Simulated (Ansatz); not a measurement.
# Al₂BN₃ (ordering on zincblende) by several functionals

All numbers come from the PAW code Ansatz. All values are calculated for a non-magnetic cell, which may be hypothetical.

The cell is an ordered 6-atom cell of Al₂BN₃ on the zincblende lattice (Imm2); cell and atoms were relaxed with r2SCAN. Space group Imm2 (No. 44), orthorhombic; a = 2.912 Å, b = 8.727 Å, c = 4.171 Å in the conventional setting, 8.83 Å³ an atom. B has 4 N at 1.57–1.72 Å; N has 2 B at 1.72 Å and 2 Al at 1.88 Å; Al has 4 N at 1.86–1.88 Å; N has 1 B at 1.57 Å and 3 Al at 1.86–1.88 Å.

```cif
data_structure
_symmetry_space_group_name_H-M 'Imm2'
_symmetry_Int_Tables_number 44
_cell_length_a 2.9115
_cell_length_b 8.7267
_cell_length_c 4.1710
_cell_angle_alpha 90.000
_cell_angle_beta 90.000
_cell_angle_gamma 90.000
_cell_volume 105.98
loop_
_atom_site_label
_atom_site_type_symbol
_atom_site_symmetry_multiplicity
_atom_site_Wyckoff_symbol
_atom_site_fract_x
_atom_site_fract_y
_atom_site_fract_z
_atom_site_occupancy
B1 B 2 a 0.00000 0.00000 0.01417 1
N1 N 2 b 0.50000 0.00000 0.79332 1
Al1 Al 4 d 0.50000 0.16282 0.49880 1
N2 N 4 d 0.00000 0.15015 0.22246 1
```

Relaxed lattice by functional, symmetry kept:

| functional | k mesh | a (Å) | b (Å) | c (Å) | volume (Å³/atom) |
| --- | --- | --- | --- | --- | --- |
| PBE | 10×10×10 | 2.926 | 8.784 | 4.201 | 9.00 |
| r2SCAN | 10×10×10 | 2.912 | 8.727 | 4.171 | 8.83 |

On this one geometry the levels give:

| level | k mesh | gap (eV) | kind | edges | least direct gap (eV) | rough cost |
| --- | --- | --- | --- | --- | --- | --- |
| PBE | 10×10×10 | 3.04 | indirect | Γ → X | 3.26 | 40 core-seconds |
| r2SCAN | 10×10×10 | 3.60 | indirect | Γ → X | 3.81 | 90 core-seconds |
| HSE06 | 6×6×6 | 4.27 | indirect | Γ → X | 4.48 | 13 core-minutes |
| PBE0 | 6×6×6 | 5.01 | indirect | Γ → X | 5.22 | 14 core-minutes |

PBE: smearing of 0.02 eV; the others have fixed occupations.
Wave cutoffs: 420 eV, 500 eV (r2SCAN).
Costs come from shared machines and give only the order; PBE's includes the band path. The runs had 4 threads of Intel(R) Xeon(R) Processor @ 2.50GHz (Skylake/Cascade Lake), on a shared host.

With HSE06 the valence top lies at Γ and the conduction bottom at X, 4.27 eV higher; the smallest vertical gap, at X, is 4.48 eV. With r2SCAN, at Γ the top three valence levels group as 1+1+1 from the top, spread over 429 meV.

r2SCAN covers 46 % of the step from PBE to HSE06, while HSE06 needs about 9 times r2SCAN's rough cost (on a coarser mesh). All these functionals give a gap of the same kind, indirect.

The splittings at Γ are without spin-orbit coupling, which regroups them where it is of like size.
